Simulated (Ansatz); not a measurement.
Ga:
```
CELL_PARAMETERS angstrom
      2.29089    -3.87147     0.00000
      2.29089     3.87147     0.00000
      0.00000     0.00000     4.58285
ATOMIC_POSITIONS crystal
  Ga 0.65631 0.34369 0.41761
  Ga 0.34369 0.65631 0.58239
  Ga 0.84369 0.15631 0.91761
  Ga 0.15631 0.84369 0.08239
```

Relaxed with PBE. Special points in fractions of this cell's reciprocal vectors: Γ (0.000, 0.000, 0.000); Y (-0.500, 0.500, 0.000); C0 (-0.338, 0.662, 0.000); Σ0 (0.338, 0.338, 0.000); Z (0.000, 0.000, 0.500); A0 (0.338, 0.338, 0.500); E0 (-0.338, 0.662, 0.500); T (-0.500, 0.500, 0.500); S (0.000, 0.500, 0.000); R (0.000, 0.500, 0.500).

### Question
List the band energies nearest the Fermi level at these points for plane-wave PAW PBE (Ansatz code).

### Answer
In eV from the Fermi level; about four levels below and three above (degenerate sets whole), none deeper than 8.9 eV; points with the same levels are listed once.

```csv
k,below,above
Γ,-3.61 -1.85 -1.63 -0.62,0.92 0.94 1.15
Y,-4.18 -3.11 -1.75 -1.44,1.14 1.30 3.16
C0,-1.08 -0.99 -0.18 -0.16,0.97 2.08 2.71
Z,-0.33 -0.33,0.05 0.05 0.10 0.10
A0,-5.90 -5.90 -3.40 -3.40,3.97 3.97 4.97 4.97
T,-1.17 -1.17 -0.92 -0.92,6.47 6.47 7.63 7.63
S,-3.38 -3.38 -1.26 -1.26,0.75 0.75 4.01 4.01
R,-6.07 -6.07 -1.42 -1.42,0.55 0.55 6.94 6.94
```

Space group Cmce (α-Ga). The PBE relaxation kept the symmetry of its start. Spin–orbit coupling is left out wherever it is not named.

Potentials: the earlier of the program's two PAW sets.
